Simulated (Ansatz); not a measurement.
How much do the gradients of Ca7Mg2N6 depend on the method?

Cell: a Materials Project structure (computed, not necessarily an observed phase), ions relaxed with PBE at fixed cell.

```cif
data_Ca7Mg2N6
_symmetry_space_group_name_H-M 'C2/m'
_symmetry_Int_Tables_number 12
_cell_length_a 6.1423
_cell_length_b 12.6604
_cell_length_c 6.4233
_cell_angle_alpha 90.000
_cell_angle_beta 94.576
_cell_angle_gamma 90.000
loop_
_atom_site_label
_atom_site_type_symbol
_atom_site_symmetry_multiplicity
_atom_site_Wyckoff_symbol
_atom_site_fract_x
_atom_site_fract_y
_atom_site_fract_z
Ca1 Ca 2 b 0.5000 0.0000 0.0000
Ca2 Ca 4 h 0.5000 0.1223 0.5000
Ca4 Ca 8 j 0.6500 0.6726 0.8253
Mg Mg 4 i 0.8788 0.0000 0.6730
N10 N 8 j 0.7600 0.8549 0.8035
N14 N 4 i 0.7554 0.0000 0.3404
```

One atom of each set is listed; the run and its k-mesh use a cell of 15 atoms with edges of 7.04, 7.04, 6.42 Å.

First run. Level of theory: DFT, PBE, plane waves and PAW, scalar-relativistic, 420 eV cutoff, Γ-centred 5×5×5 k-points, Fermi–Dirac smearing 0.02 eV (Ansatz 0.2.0).

```
site  V_zz (10²¹ V/m²)     η
 Ca1             -3.18  0.67
 Ca2             -7.59  0.50
 Ca4             -3.88  0.37
  Mg              0.89  0.92
 N10              2.42  0.75
 N14             -0.74  0.97
```

Second run. The same atoms and settings, except that the functional is r2SCAN and the cutoff is 500 eV.

(1) Given the first result, estimate the second.

## Answers

(1) 

```tsv
site	V_zz	η	change of V_zz
Ca1	-3.28	0.68	-0.10
Ca2	-7.87	0.50	-0.28
Ca4	-4.10	0.37	-0.22
Mg	0.95	0.84	+0.06
N10	2.65	0.73	+0.23
N14	-0.72	0.95	+0.02
```

The largest change of V_zz is on Ca2, from -7.59 to -7.87. In per cent, |V_zz| changes by +3 to +5 on Ca, +6 on Mg, -3 to +9 on N (all sites that start above 0.5).
